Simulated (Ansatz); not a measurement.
Crystals of one structure type (rock salt) and one family of elements, relaxed and computed with plane-wave PAW PBE (Ansatz code).

| crystal | gap (eV) | electron conductivity mass (mₑ) |
|---|---|---|
| KI | 3.86 | 0.34 |
| KBr | 4.31 | 0.39 |
| RbCl | 4.83 | ? |
| LiBr | 4.91 | 0.35 |
| KF | 5.96 | 0.55 |
| NaF | 6.09 | 0.56 |
| LiF | 8.83 | 0.86 |

Question: Fit a straight line to ln m* against ln E_g and predict the withheld value.

Answer: Least squares on the 6 shown rows: ln m* = 1.17 × ln E_g + (-2.717), with a scatter of 9 %. For RbCl this gives 0.42. The run itself gave 0.44, within the scatter.

All cells were relaxed under the symmetry of their starts (and spin orders); stability against distortions was not tested throughout. Scalar-relativistic: spin–orbit coupling is off unless named, which matters more the heavier the elements.

Potentials: the later of the program's two PAW sets.
